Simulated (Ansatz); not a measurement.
With r²SCAN (plane waves, PAW; program Ansatz), Si3N4 in the hexagonal phase (P6_3/m; Si on 6h, N on 2d, N on 6h) relaxes to a = 7.606 Å, c = 2.905 Å. Si has 4 nearest neighbours from 1.73 Å (tetrahedral); N on 2d has 3 nearest neighbours from 1.73 Å (trigonal planar); N on 6h has 3 nearest neighbours from 1.73 Å (trigonal planar). Against the elements it lies at -1.27 eV/atom, with no fitted shifts.

The Kohn–Sham gap is 4.99 eV (indirect). The valence maximum lies on the Γ–A line, 33 % of the way from Γ and the conduction minimum at Γ.

The r²SCAN relaxation kept the symmetry of its start. The references are the lowest solids computed at this level, not always the standard phases (solids in place of the gases).

Potentials: the earlier of the program's two PAW sets.
